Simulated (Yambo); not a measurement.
Quantum ESPRESSO input (PBEsol, PseudoDojo standard norm-conserving files, scalar-relativistic) whose wavefunctions are converted with p2y:

```
&CONTROL
  calculation = 'nscf'
  pseudo_dir = './pseudo'
  outdir = './out'
/
&SYSTEM
  ibrav = 0
  nat = 2
  ntyp = 2
  ecutwfc = 102.0
  ecutrho = 408.0
  occupations = 'fixed'
  force_symmorphic = .true.
  nbnd = 120
/
&ELECTRONS
  conv_thr = 2e-09
  diago_full_acc = .true.
  diago_thr_init = 1e-08
/
ATOMIC_SPECIES
S 32.0600 S.upf
Cd 112.4140 Cd.upf
CELL_PARAMETERS angstrom
  0.000000000000   2.912406870000   2.912406870000
  2.912406870000   0.000000000000   2.912406870000
  2.912406870000   2.912406870000   0.000000000000
ATOMIC_POSITIONS crystal
S   0.750000000000   0.750000000000   0.750000000000
Cd   0.000000000000   0.000000000000   0.000000000000
K_POINTS automatic
2 2 2 0 0 0
```

Yambo's initialisation report on symmetry, reciprocal space, the k grid and the gaps on this mesh:

```
  [02.02] Symmetries
  ==================

  Inversion symmetry    : yes
  Spatial inversion     : no
  Inversion index       :  25
  K-space Time-reversal : yes
  Magnetic symmetries   : no
  Time-reversal derived K-space symmetries:   25   48
  Group table correct   : yes
  Symmetries units      :  [cc]

  [02.03] Reciprocal space
  ========================

  nG shells         :   421
  nG charge         :   46367
  nG WFs            :   6693
  nC WFs            :   5817
  G-vecs. in first 42 shells:  [ Number ]
     1    9   15   27   51   59   65   89  113
    137   169   181   229   259   283   307   331   339
    387   411   459   531   537   561   609   645   701
    725   749   821   869   893   941   965  1037  1067
   1139  1211  1243  1291  1363  1411
  ...
  Shell energy in first 42 shells:  [ mHa ]
    0.00000      488.753      651.670      1303.34      1792.09      1955.01      2606.68      3095.43      3258.35
    3910.02      4398.77      5213.36      5702.11      5865.03      6516.70      7005.46      7168.37      7820.04
    8308.80      8471.71      9123.38      9612.14      10426.7      10915.5      11078.4      11730.1      12218.8
    12381.7      13033.4      13522.2      13685.1      14336.7      14825.5      15640.1      16128.8      16291.8
    16943.4      17432.2      17595.1      18735.5      18898.4      19550.1
  ...

  [02.04] K-grid lattice
  ======================

  Compatible Grid is   : 3D
  Base K vectors       :  K_min[ 1 ]  K_min[ 2 ]  K_min[ 3 ]
  K_min[ 1 ] :  0.500000  0.500000  0.500000 [rlu]
  K_min[ 2 ] : -0.500000  0.000000  0.000000 [rlu]
  K_min[ 3 ] :  0.000000 -0.500000  0.000000 [rlu]
  Grid dimensions      :  2  2  2
  K lattice UC volume  :  0.092997 [a.u.]

  IBZ K-points                                      :  3
  BZ  K-points                                      :   8

  K/Q-points units:
  rlu = crystal or reduced units; cc = cartesian coordinates; iku = interal k-units

  K [1]          [rlu]:  0.000000  0.000000  0.000000
         WF components:   5817
  K [2]          [rlu]:  0.000000  0.000000 -0.500000
         WF components:   5810
  K [3]          [rlu]:  0.000000 -0.500000 -0.500000
         WF components:   5770

  [02.05] Energies & Occupations
  ==============================

  [X] === General ===
  [X] Electronic Temperature                        :  0.000000  0.000000 [eV K]
  [X] Bosonic    Temperature                        :  0.000000  0.000000 [eV K]
  [X] Finite Temperature mode                       : no
  [X] El. density                                   :  0.52624E+24 [cm-3]
  [X] Fermi Level                                   :  6.934032 [eV]

  [X] === Gaps and Widths ===
  [X] Conduction Band Min                           :  1.012379 [eV]
  [X] Valence Band Max                              :  0.000000 [eV]
  [X] Filled Bands                                  :  13
  [X] Empty Bands                                   :   14  120
  [X] Direct Gap                                    :  1.012379 [eV]
  [X] Direct Gap localized at k                     :  1
  [X] Indirect Gap                                  :  1.012379 [eV]
  [X] Indirect Gap between kpts                     :  1  1
  [X] Last valence band width                       :  1.921946 [eV]
  [X] 1st conduction band width                     :  2.376842 [eV]
```
The gaps are PBEsol values on this mesh alone; only operations without fractional translations are kept.

Spin-orbit coupling is not included.

Geometry relaxed with PBEsol.
